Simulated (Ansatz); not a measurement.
# HfSiSe: computed property card

HfSiSe:
```
HfSiSe
1.0
    3.57803     0.00000     0.00000
    0.00000     3.57803     0.00000
    0.00000     0.00000     8.24580
Hf Si Se
2 2 2
Direct
  0.00000   0.50000   0.74439
  0.50000   0.00000   0.25561
  0.00000   0.00000   0.00000
  0.50000   0.50000   0.00000
  0.50000   0.00000   0.62063
  0.00000   0.50000   0.37937
```

Space group P4/nmm (No. 129); conventional cell a = b = 3.578 Å, c = 8.246 Å, α = β = γ = 90.00°.

Method: the program Ansatz at the PBEsol level (PAW). Geometry: relaxed at this level of theory. Other levels are named where they apply.

**Cell and energy**

```yaml
volume_per_atom: 17.59 Å³
density: 8.98 g/cm³
Formation energy from the elements (no fitted shifts): -1.08 eV/atom
```

**Electronic structure**

```yaml
electronic_character: metallic (no gap)
Density of states at the Fermi level: 0.08 states/eV per atom (mean over ±0.08 eV)
Gap with spin–orbit coupling: none (metallic)
```

**Phonons**

```yaml
highest_zone_centre_frequency: 333 cm⁻¹
zone_centre_stability: no imaginary mode at Γ
```

The workflow started from a Materials Project entry (that database holds measured and hypothetical structures alike); the Crystallography Open Database files this formula in space group No. 129, but the cells were not matched. Its standing as an ambient phase is unchecked. The PBEsol relaxation kept the symmetry of its start. No spin polarisation was allowed. As this level gives no gap, phonon frequencies hold no LO–TO term and depend on the k-mesh and smearing (Fermi–Dirac, 0.1 eV here). The references are the lowest solids computed at this level, not always the standard phases. Spin–orbit coupling is left out wherever it is not named.

Potentials: the later of the program's two PAW sets.
